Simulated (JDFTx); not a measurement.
Reference run:

Al(111) slab cut from bulk Al (space group Fm-3m, indices of the conventional cell, lattice of the Materials Project entry mp-134, not re-optimised): 4 atoms in 4 planes, a 1x1 cell of 7.06 Å² (|a| = 2.856, |b| = 2.856 Å), 7.0 Å between the outermost planes, cell height 23.0 Å, 8×8×1 k mesh, Fermi smearing 0.01 Ha, no spin polarisation.

Reference level: PBE, GBRV ultrasoft potentials, plane waves to 20/100 Ha, in JDFTx (a modified build). Unrelaxed; liquid: linear PCM (GLSSA13), water, 1 M KF. U vs SHE = −μ/e − 4.44 V throughout (conventional absolute potential of the hydrogen electrode).

| slab thickness | work function (eV) | U_pzc (V) | mean C below U_pzc (μF/cm²) | k states × plane waves | cycles, vacuum run | rough core time, vacuum run |
|---|---|---|---|---|---|---|
| 2 atoms, 2.3 Å | (withheld) | (withheld) | 14 over 0.5 V | 10 × 3728 | 16 | 50 s |
| 3 atoms, 4.7 Å | 3.97 | -0.74 | 15 over 0.5 V | 10 × 4215 | 17 | 70 s |
| 4 atoms, 7.0 Å | 4.10 | -0.63 | 15 over 0.5 V | 10 × 4686 | 17 | 2 min |
| 5 atoms, 9.3 Å | 4.13 | -0.59 | 15 over 0.5 V | 10 × 5150 | 18 | 3 min |
| 6 atoms, 11.7 Å | 4.08 | -0.64 | 15 over 0.5 V | 10 × 5639 | 19 | 3 min |

### Question
What belongs in the gaps?

### Answer

- 2 atoms, 2.3 Å, work function (eV): 4.18
- 2 atoms, 2.3 Å, U_pzc (V): -0.53

Core times come from shared machines and are rough, one run each.
